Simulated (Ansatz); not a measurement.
# InP (zinc blende): frozen-phonon scan

Starting cell, InP (zinc blende):

```xyz
4
Lattice="0.0000 5.9070 5.9070 2.9535 0.0000 2.9535 2.9535 2.9535 0.0000" Properties=species:S:1:pos:R:3 pbc="T T T"
P      4.4303     4.4303     4.4303
P      4.4303     7.3838     7.3838
In     0.0000     0.0000     0.0000
In     2.9535     2.9535     5.9070
```

A phonon eigenvector at L = (0.5, 0.0, 0.0) is frozen into this cell: atom i moves by Q times the vector below, so Q is the largest atomic displacement, in Å. The cell is held. It is one choice among 2 degenerate patterns. (q is in reciprocal vectors of the primitive cell; the cell shown is doubled to hold the pattern.)

```
atom       x       y       z
----  ------  ------  ------
P1     0.285  -0.520   0.805
P2    -0.285   0.520  -0.805
In3    0.067  -0.122   0.189
In4   -0.067   0.122  -0.189
```

Method: r2SCAN (plane waves to 500 eV, PAW, scalar-relativistic; Ansatz, a first-principles code). k mesh 5×10×10 (Γ-centred), Fermi-Dirac smearing 0.05 eV. E stands for the smeared free energy. Compression counts positive. InP was relaxed with its symmetry unable to fall. The zero of ΔE is the undisplaced structure.

| Q (Å) | ΔE (eV/cell) | −dE/dQ from forces (eV/Å) | P (GPa) |
|---|---|---|---|
| -0.280 | 1.030 | 7.645 | 3.47 |
| -0.233 | 0.707 | 6.218 | 2.39 |
| -0.187 | 0.448 | 4.881 | 1.52 |
| -0.140 | 0.250 | 3.608 | 0.85 |
| -0.093 | 0.111 | 2.381 | 0.37 |
| -0.047 | 0.028 | 1.184 | 0.09 |
| 0.000 | 0.000 | 0.000 | 0.00 |
| 0.047 | 0.028 | -1.184 | 0.09 |
| 0.093 | 0.111 | -2.381 | 0.37 |
| 0.140 | 0.250 | -3.608 | 0.85 |
| 0.187 | 0.448 | -4.881 | 1.52 |
| 0.233 | 0.707 | -6.218 | 2.39 |
| 0.280 | 1.030 | -7.645 | 3.47 |

What the scan shows:

```
Quantity                                                                                                              Value
-----------------------------------------------------------  --------------------------------------------------------------
Energy at Q = 0.280 Å                                                                                         1030 meV/cell
Space group of the distorted cell                                                            P1 (No. 1), lowered from F-43m
Symmetry of the curve                                                                         even: the same for both signs
Shape of the curve                                           a single well with its minimum at or next to zero displacement
Harmonic wavenumber from the curvature (finite differences)                                                        304 cm⁻¹
Wavenumber by perturbation theory (DFPT, on another k mesh)                                                        304 cm⁻¹
```

The 13 points together took around 28 core-minutes (rough).

(For displaced atoms, the force is minus the slope of the energy, and its curvature is a force constant, which sets phonon frequencies.)
